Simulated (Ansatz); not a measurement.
FeGe2 (MoSi2 or CaC2 type, space group No. 139) at seven volumes, plane-wave PAW PBE (Ansatz code), shape and atoms relaxed at each. One row is withheld.

```
V (Å³/atom)  P (GPa)
-----------  -------
13.369         12.21
13.810          7.51
14.251             ?
14.691          0.01
15.132         -2.92
15.573         -5.38
16.014         -7.49
```

### Question
Fit the shown pressures and predict the withheld one.

### Answer
P = (3/2)B₀(x^(7/2) − x^(5/2))[1 + (3/4)(B′ − 4)(x − 1)] with x = (V₀/V)^(2/3). Least squares on the six rows gives V₀ = 14.694 Å³/atom, B₀ = 105 GPa, B′ = 4.38. At V = 14.251, x = 1.0206 and P = 3.44 GPa. The run itself gave 3.49 GPa.

Space group I4/mmm (MoSi2 or CaC2 type). A made-up cell: these elements were put on the sites of a structure type; neither database checked (COD, Materials Project) lists it. Whether it is the stable phase at ambient conditions was not checked. The PBE relaxation kept the symmetry of its start; its stability against distortions is not shown here. Magnetic state: ferromagnetic, chosen from 4 collinear starts compared on coarse meshes (ties went to the first, and starts can fall back to one state), not a proven ground state.

Potentials: the later of the program's two PAW sets.
